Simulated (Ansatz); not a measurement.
C:
```xyz
10
Lattice="0.0000 4.7943 4.7943 4.7943 0.0000 4.7943 4.7943 4.7943 0.0000" Properties=species:S:1:pos:R:3 pbc="T T T"
C      0.0000     0.0000     0.0000
C      2.3972     2.3972     2.3972
C      0.8526     0.8526     0.8526
C      1.5446     1.5446     1.5446
C      0.8526     3.9417     3.9417
C      1.5446     3.2498     3.2498
C      3.9417     0.8526     3.9417
C      3.2498     1.5446     3.2498
C      3.9417     3.9417     0.8526
C      3.2498     3.2498     1.5446
```

Relaxed with r²SCAN.

Problem. Map the electron localisation function on the plane through (0.000, 0.000, 0.000) spanned by u = [1, 0, 0] and v = [-1, 1, 1] in lattice vectors, from plane-wave PAW r²SCAN (Ansatz code).

Solution. x is the fraction of u, y of v (the angle between them is 90°; rows are the nearest grid lines); atoms in the plane: C at (0.00, 0.00), C at (0.50, 0.25), C at (0.18, 0.09), C at (0.32, 0.16), C at (0.82, 0.09), C at (0.68, 0.16).
```
|00578766666665300000356666666787500|
|55542111111221000000012211111124555|
|66431000000000000000000000000013466|
|21110000000000000000000000000001112|
|00000000000000000000000000000000000|
|00000000000000000000000000000000000|
|00000000000000000000000000000000000|
|00000000000000000000000000000000000|
|00000000000000000000000000000000000|
|00000000000000000000000000000000000|
|00000000000000000000000000000000000|
|00000000000000000000000000000000000|
|00000000000000000000000000000000000|
|00000000000000000000000000000000000|
|00000000000000000000000000000000000|
|00000000000001234443210000000000000|
|00001221111112455555421111112210000|
|00035666666678740004787666666653000|
|00146788776789983138998767788764100|
|01367899861027997679972016899876310|
|23566446886446653235664468864466532|
|67997201689987631013678998610289976|
|57999744688887520002578888644799975|
|00578766666665300000356666666787500|
```
Scale: ten equal steps from 0.000 (start of '0') to 0.951 (end of '9'), in the order '0123456789'; x runs from 0.000 to 1.00, y from 0.000 (bottom) to 1.00 (top).

The density is the valence pseudo-density with augmentation charge, so density and ELF within about 1 Å of a nucleus are not all-electron values.

Space group Fd-3m. The start of the workflow was typed in or built on a structure type. Its sites differ from those of the usual phase in this space group: another stacking or structure type. The cell was relaxed with r²SCAN under the symmetry of its start; whether a distortion lowers the energy is not shown.

Potentials: the later of the program's two PAW sets.
